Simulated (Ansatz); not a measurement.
Here is the system:

FeBiO3:
```xyz
10
Lattice="2.7719 1.6004 4.5489 -2.7719 1.6004 4.5489 0.0000 -3.2007 4.5489" Properties=species:S:1:pos:R:3 pbc="T T T"
Bi     0.0000     0.0000    13.6147
Bi     0.0000     0.0000     6.7913
Fe     0.0000     0.0000     3.0623
Fe     0.0000     0.0000     9.8856
O     -0.4007    -1.5178     8.4748
O      1.5148     0.4119     8.4748
O     -1.1141     1.1059     8.4748
O      1.1141    -2.0948     6.2003
O     -2.3713     0.0826     6.2003
O      1.2571     2.0123     6.2003
```
The run is spin-polarised.

This is the PBEsol-relaxed structure.

Q: All from plane-wave PAW PBEsol (Ansatz code), unless another level is named. Give the magnetic order.

A: antiferromagnetic.

Q: Next, the Born charges (a third of the trace)?

A: Bi +4.84, Fe +4.17, O -3.00 e.

Q: Next, the electronic dielectric constant ε∞ (DFPT)?

A: 14.5 (xx = yy), 11.9 (zz).

Space group R3c. The cell was relaxed with PBEsol under the symmetry of its start, as lowered by the spin order. Spin order of the final state: antiferromagnetic, chosen from 2 collinear starts compared on coarse meshes (ties went to the first, and starts can fall back to one state), not a proven ground state. Textbook magnetic order: antiferromagnetic. No Hubbard U is applied. Scalar-relativistic: spin–orbit coupling is off unless named, which matters more the heavier the elements.

Potentials: the later of the program's two PAW sets.
